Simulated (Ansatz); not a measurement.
## Zincblende alloy of InP and GaP (8 of 32 In sites exchanged), 64 atoms

Ansatz, PAW, plane waves. PBEsol relaxation of volume and atoms (shape held) at the single k point (¼, ¼, ¼) without its symmetry partners; single points on the relaxed atoms at the single k point (¼, ¼, ¼) without its symmetry partners, onto which points of the small cell's zone fold. Arrangement: quasirandom. No spin–orbit coupling unless named.

Relaxed structure:

```
CELL_PARAMETERS angstrom
11.53458 0.00000 0.00000
0.00000 11.53458 0.00000
0.00000 0.00000 11.53458
ATOMIC_POSITIONS crystal
In 0.99576 0.99576 0.00039
In 0.00307 0.99305 0.49981
In 0.99418 0.50400 0.00226
In 0.00049 0.50704 0.49772
In 0.50528 0.99725 0.99781
In 0.49817 0.99567 0.50269
In 0.50727 0.50318 0.00049
In 0.25062 0.25039 0.00034
In 0.25328 0.25228 0.50072
In 0.24808 0.75036 0.99771
In 0.74783 0.25570 0.49753
In 0.75057 0.74588 0.49984
In 0.24801 0.99495 0.25271
In 0.25043 0.99346 0.74791
In 0.25068 0.50543 0.25476
In 0.25288 0.50657 0.74623
In 0.75313 0.99814 0.24519
In 0.75033 0.99566 0.75532
In 0.74867 0.50480 0.75252
In 0.99521 0.25220 0.24804
In 0.99799 0.25096 0.75273
In 0.50526 0.25609 0.25082
In 0.50333 0.25258 0.74990
In 0.50287 0.74605 0.25252
Ga 0.50026 0.50599 0.50007
Ga 0.24883 0.74726 0.50260
Ga 0.74980 0.25209 0.00272
Ga 0.75274 0.74736 0.99852
Ga 0.74964 0.50344 0.24696
Ga 0.99715 0.74616 0.24893
Ga 0.99930 0.75045 0.74949
Ga 0.49980 0.74638 0.74751
P 0.12292 0.12269 0.12511
P 0.12560 0.12450 0.62517
P 0.11935 0.63089 0.13120
P 0.12297 0.63829 0.62582
P 0.63196 0.13138 0.11892
P 0.62672 0.12284 0.62475
P 0.63939 0.62696 0.12448
P 0.61356 0.62435 0.62488
P 0.37535 0.38029 0.12499
P 0.38422 0.38356 0.61834
P 0.37681 0.87300 0.12491
P 0.37460 0.85990 0.62462
P 0.86020 0.37641 0.12492
P 0.87516 0.37996 0.62478
P 0.87463 0.86013 0.12403
P 0.88003 0.86721 0.63141
P 0.37711 0.12441 0.37371
P 0.37551 0.12279 0.87263
P 0.37497 0.62688 0.38929
P 0.38336 0.63102 0.87074
P 0.87488 0.12277 0.37628
P 0.86744 0.13136 0.88424
P 0.87339 0.62383 0.36094
P 0.87598 0.63817 0.87310
P 0.12386 0.37542 0.37493
P 0.12549 0.38025 0.87504
P 0.12418 0.85716 0.37409
P 0.11627 0.86863 0.86773
P 0.62552 0.39518 0.37493
P 0.63357 0.36969 0.88171
P 0.62721 0.87583 0.37500
P 0.62471 0.85779 0.87414
```

(1) What are the mean bond lengths by pair (pairs within 1.2 times the sum of covalent radii, less contacts 15 % beyond the pair's median; cation–cation pairs of compounds aside; long ionic contacts are cut short by that bound)?

(2) What gap lies between the top filled and the lowest empty level in the single points?

Answers

(1) Ga–P 2.390 ± 0.019 Å (standard deviation, 32 bonds); In–P 2.536 ± 0.013 Å (standard deviation, 96 bonds).

(2) HSE06 2.53 eV (46 s on NVIDIA H100). Away from Γ this isn't the crystal's band gap. An indirect band minimum needn't fold onto Γ of this cell; where it doesn't, these gaps are too wide.
